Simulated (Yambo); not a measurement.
A BSE run in Yambo for NaOH (space group P2_1, No. 4) (PBEsol bands; 8×8×4 mesh, 6 valence and 4 conduction bands, static screening with 37 bands and a 3 Ry block, scissor 2.85 eV, Tamm-Dancoff; field along x) gives:

| state | energy (eV) | states within 2 meV | relative strength | class |
|---|---|---|---|---|
| 1 | 5.49 | 1 | < 0.01 | weak |
| 2 | 5.75 | 1 | < 0.01 | dark |
| 3 | 5.81 | 1 | 0.10 | strong |
| 4 | 5.85 | 1 | 1.00 | strong |
| 5 | 6.11 | 1 | < 0.01 | dark |

Axes are Cartesian, with cell vectors (Å) (3.43, 0.00, 0.00), (0.00, 3.35, 0.00), (-1.57, 0.00, 5.06).

**Question.** What changes when the light is polarised along y instead?

**Answer.** The energies stay; the strengths change. The first strong state is now at 5.75 eV instead of 5.81 eV.
```tsv
state	energy (eV)	states within 2 meV	relative strength	class
1	5.49	1	0.02	weak
2	5.75	1	1.00	strong
3	5.81	1	< 0.01	weak
4	5.85	1	< 0.01	dark
5	6.11	1	0.01	weak
```
Each run's strengths are scaled to its own strongest state. These are vertical excitations (zero momentum); the indirect quasiparticle gap, about 6.36 eV, is smaller than the direct one (6.58 eV on the GW mesh). The scissor comes from a G0W0 run whose convergence isn't established.

Geometry of the Materials Project entry, not relaxed at this level; primitive cell a = 3.4259 Å, b = 3.3464 Å, c = 5.2952 Å, α = γ = 90.00°, β = 107.30°.

The structure is a Materials Project entry; no match was found in the copy of COD used, and its stability was not checked.
